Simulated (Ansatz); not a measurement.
Sn (diamond)

```
Sn
1.0
    0.00000     3.32768     3.32768
    3.32768     0.00000     3.32768
    3.32768     3.32768     0.00000
Sn
2
Cartesian
  1.66384   1.66384   1.66384
  0.00000   0.00000   0.00000
```

The volume is varied about the relaxed value V₀ at fixed cell shape. Symmetry pins the atoms to their sites.

The numbers are results of PBE (plane waves to 420 eV, PAW, scalar-relativistic; Ansatz, a first-principles code), not measurements. k mesh 12×12×12 (Γ-centred), Fermi-Dirac smearing 0.05 eV. E stands for the smeared free energy. Sn was relaxed with its symmetry unable to fall. The relaxed volume of Sn is well above the measured one; the method has no dispersion term. ΔE is measured from the relaxed starting cell.

Problem. Estimate the ΔE (eV/atom) for V/V₀ = 0.840, 0.920, 0.960, 1.040, 1.080, 1.160.

Solution. 
```csv
V/V₀,ΔE (eV/atom)
0.840,0.148
0.920,0.031
0.960,0.007
1.040,0.006
1.080,0.023
1.160,0.079
```

(Under strain, the slope of the energy per volume gives the stress and its curvature an elastic modulus.)
